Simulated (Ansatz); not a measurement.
# GdSeO in Ansatz, settings compared

The input file (Ansatz 0.2.0, plane waves):

```yaml
crystal:
  lattice:
    - [3.95442155, 0.0, 0.0]
    - [0.0, 3.95442155, 0.0]
    - [0.0, 0.0, 6.90941115]
  atoms:
    - { symbol: Gd, position: [0.25, 0.25, 0.18955], spin: 6.9 }
    - { symbol: Gd, position: [0.75, 0.75, 0.81045], spin: 6.9 }
    - { symbol: Se, position: [0.25, 0.25, 0.6367] }
    - { symbol: Se, position: [0.75, 0.75, 0.3633] }
    - { symbol: O, position: [0.75, 0.25, 0.0] }
    - { symbol: O, position: [0.25, 0.75, 0.0] }
kpoints:
  mp_grid: { grid: [5, 5, 3], shift: [0, 0, 0] }
magnetization:
  spin_polarized: true
scf:
  occupations: { method: fermi_dirac }
hamiltonian:
  pseudopotentials: { kind: paw }
  xc: pbe
  hubbard:
    projectors: all-electron-ortho-atomic
    sites: [{ species: Gd, l: f, u: 7.02, j: 0.41 }]
basis:
  ecutwfc: 420
output:
  forces: true
  stress: true
  eigenvalues: true
relax:
  max_steps: 40
  cell: {}
```

Launch command:

```bash
ansatz run input.yaml --threads 1 --pin off --max-ram 2560MiB --backend cpu --events-out ev --progress --plain --runs-dir out
```

Origin of the cell: a known structure type with other elements, at an estimated volume, so it need not be a known compound.

The smearing width isn't typed, so it takes its default of 0.1 eV.

Output of this run (shortened):

```
SCF iter   1: F=—  HF=-30739.569271 eV  Δρ=2.16e-1  dr2=5.69e0  dr2_m=4.36e1  M=14.533 μB ∫|m|=14.789 μB  defer=11
SCF iter   2: F=—  HF=-30731.438535 eV  Δρ=2.91e-2  dr2=1.71e0  dr2_m=3.43e-1  M=14.151 μB ∫|m|=14.412 μB  defer=67
SCF iter   3: F=—  HF=-30737.724254 eV  Δρ=1.28e-2  dr2=6.13e-1  dr2_m=1.02e-2  M=14.004 μB ∫|m|=14.321 μB  defer=67
SCF iter   4: F=—  HF=-30741.757981 eV  Δρ=3.63e-3  dr2=3.37e-2  dr2_m=1.80e-3  M=13.886 μB ∫|m|=14.356 μB  defer=68
SCF iter   5: F=—  HF=-30743.596015 eV  Δρ=2.84e-3  dr2=1.82e-2  dr2_m=1.71e-3  M=13.791 μB ∫|m|=14.427 μB  defer=116
[… 6 lines left out …]
SCF iter  12: F=—  HF=-30745.293760 eV  Δρ=2.86e-4  dr2=5.11e-5  dr2_m=5.26e-5  M=13.465 μB ∫|m|=14.715 μB  defer=110
SCF iter  13: F=—  HF=-30745.293970 eV  Δρ=8.66e-5  dr2=7.71e-6  dr2_m=3.59e-6  M=13.402 μB ∫|m|=14.773 μB  defer=111
SCF iter  14: F=—  HF=-30745.293975 eV  Δρ=2.83e-5  dr2=6.07e-6  dr2_m=1.35e-7  M=13.385 μB ∫|m|=14.789 μB  defer=111
SCF iter  15: F=—  HF=-30745.293976 eV  Δρ=1.44e-5  dr2=1.03e-6  dr2_m=7.85e-8  M=13.384 μB ∫|m|=14.789 μB  defer=111
SCF iter  16: F=-30745.293976 eV  HF=-30745.293976 eV  Δρ=3.34e-6  dr2=8.55e-8  dr2_m=4.23e-9  M=13.380 μB ∫|m|=14.793 μB
relax step   1: F+E_penalty+E_count = -30745.293976 eV  Δ(F+E_penalty+E_count) = +0.000e0 eV  max|allowed force component| = 2.133e0 eV/Å  Δτ_max = 0.0000 Å  P = +0.506 GPa  Ω = 108.046 Å³  ( […]
relax step   2: F+E_penalty+E_count = -30745.836141 eV  Δ(F+E_penalty+E_count) = -5.422e-1 eV  max|allowed force component| = 8.373e-1 eV/Å  Δτ_max = 0.1949 Å  P = +1.414 GPa  Ω = 111.521 Å³ […]
relax step   3: F+E_penalty+E_count = -30746.097356 eV  Δ(F+E_penalty+E_count) = -2.612e-1 eV  max|allowed force component| = 5.931e-1 eV/Å  Δτ_max = 0.1949 Å  P = +1.202 GPa  Ω = 112.838 Å³ […]
relax step   4: F+E_penalty+E_count = -30746.261147 eV  Δ(F+E_penalty+E_count) = -1.638e-1 eV  max|allowed force component| = 2.853e-1 eV/Å  Δτ_max = 0.1924 Å  P = +1.683 GPa  Ω = 113.385 Å³ […]
relax step   5: F+E_penalty+E_count = -30746.297657 eV  Δ(F+E_penalty+E_count) = -3.651e-2 eV  max|allowed force component| = 2.068e-1 eV/Å  Δτ_max = 0.0660 Å  P = +0.404 GPa  Ω = 116.656 Å³ […]
relax step   6: F+E_penalty+E_count = -30746.301878 eV  Δ(F+E_penalty+E_count) = -4.221e-3 eV  max|allowed force component| = 5.617e-2 eV/Å  Δτ_max = 0.0202 Å  P = -0.283 GPa  Ω = 117.898 Å³ […]
relax step   7: F+E_penalty+E_count = -30746.303419 eV  Δ(F+E_penalty+E_count) = -1.541e-3 eV  max|allowed force component| = 1.073e-2 eV/Å  Δτ_max = 0.0047 Å  P = -0.035 GPa  Ω = 117.700 Å³ […]
relax step   8: F+E_penalty+E_count = -30746.303499 eV  Δ(F+E_penalty+E_count) = -8.031e-5 eV  max|allowed force component| = 9.046e-3 eV/Å  Δτ_max = 0.0008 Å  P = +0.038 GPa  Ω = 117.640 Å³ […]
relax step   9: F+E_penalty+E_count = -30746.327201 eV  Δ(F+E_penalty+E_count) = -2.370e-2 eV  max|allowed force component| = 6.892e-3 eV/Å  Δτ_max = 0.0000 Å  P = +0.350 GPa  Ω = 117.640 Å³  stress off target by 4.21e-1 GPa […]
relax step  10: F+E_penalty+E_count = -30746.327148 eV  Δ(F+E_penalty+E_count) = +5.339e-5 eV  max|allowed force component| = 2.122e-3 eV/Å  Δτ_max = 0.0072 Å  P = +0.017 GPa  Ω = 118.308 Å³ […]
relax step  11: F+E_penalty+E_count = -30746.327993 eV  Δ(F+E_penalty+E_count) = -8.454e-4 eV  max|allowed force component| = 1.659e-3 eV/Å  Δτ_max = 0.0000 Å  P = +0.020 GPa  Ω = 118.308 Å³  stress off target by 2.18e-2 GPa […]
SCF 1 converged in 12 iterations: F = -30746.327993 eV  dr2 = 6.29e-8
a single-point calculation of the run's input, under the relaxation's own `scf.mixing.negative_modes` where the relaxation goes by `scf.lower_state_search: light` itself or types `scf.max_ite […]
SCF converged after 8 iterations
Magnetization: 14.0145 μB (47.0072 up, 32.9928 down)
Absolute magnetization: 14.2800 μB (∫|ρ↑−ρ↓|, with the PAW one-centre terms)
Spin contamination: 0.1391 ħ² per cell (⟨S²⟩ above its minimum at these occupations)
Per-site moments (μB) at R_I (Å): [(6.870066, 0.954980), (6.870066, 0.954980), (-0.018631, 1.166565), (-0.018631, 1.166565), (-0.039409, 0.954980), (-0.039409, 0.954980)]
Free energy (F): -30746.327993 eV
Harris-Foulkes:  -30746.327993 eV  (|F-HF|=4.37e-11)
Internal energy: -30746.246216 eV  (E = F + TS)
E sigma→0 (E₀):  -30746.287104 eV
Entropy (-TS):   -0.081777 eV (-13.630 meV/atom)
Fermi energy:    11.685448 eV
--- Per-component energies (eV) ---
  E_band       = -781.926209
  E_kinetic    = 1395.832520
  E_local      = -9228.680803  (includes V_loc(G=0)·N_el)
  E_nonlocal   = -523.238529
  E_hartree    = 4176.297288
  E_xc         = -826.571365
  E_vxc        = -895.630855  (∫ρ·V_xc dr)
  E_hubbard    = 0.292885  (on-site DFT+U / exact-exchange correction)
  E_vhub       = -45.921257  (the Hubbard potential's part of the band-sum identity)
  E_paw        = -17034.171610  (= ΣΔE_a)
  E_vpaw       = 163.114531  (= ΣTr[D̂ρ^β])
  E_aug_tail   = 0.003751  (compensation charges beyond the density's cutoff)
  E_ewald      = -8706.010353
  E_smearing   = -0.081777  (= −TS)
  Σ components = -30746.327993   (vs F -30746.327993, Δ=0.00e0)
--- DFT+U+J on-site energies (Liechtenstein; fll double counting; per corrected site; eV) ---
  site 0 (l=f): U=7.0200  J=0.4100  Tr N=7.0359  E_int=140.616722  E_dc=140.470279  E_U=0.146443
  site 1 (l=f): U=7.0200  J=0.4100  Tr N=7.0359  E_int=140.616722  E_dc=140.470279  E_U=0.146443
--- Forces (eV/Å), atoms counted from 1 ---
  atom   1  Gd     0.000000     0.000000     0.001527
  atom   2  Gd     0.000000     0.000000    -0.001527
  atom   3  Se     0.000000     0.000000     0.001659
  atom   4  Se     0.000000     0.000000    -0.001659
  atom   5  O      0.000000     0.000000     0.000000
  atom   6  O     -0.000000     0.000000     0.000000
  max |Σ_I F_I| component: 8.35e-17 eV/Å
--- Stress (GPa, compression-positive) ---
        0.021763       0.000000       0.000000
        0.000000       0.021763       0.000000
        0.000000       0.000000       0.015125
  P = ⅓ Tr σ = 0.0196 GPa (0.196 kbar)
--- Relaxed structure (9 steps of the walk, 9 accepted, 2 SCFs on fresh bases) ---
  F+E_penalty+E_count = -30746.327993 eV   max|allowed force component| = 1.659e-3 eV/Å   (the final SCF, on the basis selected at the relaxed cell)
  cell:  # Å, volume = 118.3080 Å³
    - [4.124989, 0.0, 0.0]
    - [0.0, 4.124989, 0.0]
    - [0.0, 0.0, 6.952940]
  atoms:
    - { symbol: Gd, position: [0.25, 0.25, 0.151242] }
    - { symbol: Gd, position: [0.75, 0.75, 0.848758] }
    - { symbol: Se, position: [0.25, 0.25, 0.557982] }
    - { symbol: Se, position: [0.75, 0.75, 0.442018] }
    - { symbol: O, position: [0.75, 0.25, -6.695e-19] }
    - { symbol: O, position: [0.25, 0.75, -6.695e-19] }
```

The same input was run again with these changes:

1. `hamiltonian.dispersion` default → d3bjatm
2. `hamiltonian.hubbard` { projectors: all-electron-ortho-atomic, sites: [{ species: Gd, l: f, u: 7.02, j: 0.41 }] } → { sites: [{ species: Gd, l: f, u_eff: 2.0 }], double_counting: fll }; `scf.n_extra_bands` default → 32
3. `scf.algorithm` default → density_mixing; `scf.lower_state_search` default → standard; `scf.eigensolver.kind` default → davidson; `basis.precision` default → f64

```csv
run,end,SCF iterations,volume (Å³/atom),max force component (eV/Å),moment (μB),ΔE(σ→0) (meV/atom)
base,converged,117,19.72,0.002,14.01,0
1,converged,119,18.94,0.002,14.09,–
2,converged,122,19.63,0.004,13.90,–
3,converged,151,19.72,0.004,0.00,-0.53
```

Energies are compared only where functional, datasets, charge and starting cell are the same.

Caveats of the base run: no spin-orbit coupling, though heavy elements are present; one start, so the magnetic state may not be the lowest; the end state was compared with a single point and may differ; the k mesh is coarse if the cell is a metal; the relaxation held the start's symmetry, so the end may be a saddle point.

Time of the base run: 96 s of wall time on 1 CPU thread(s) of a shared host, from the program's own first density.
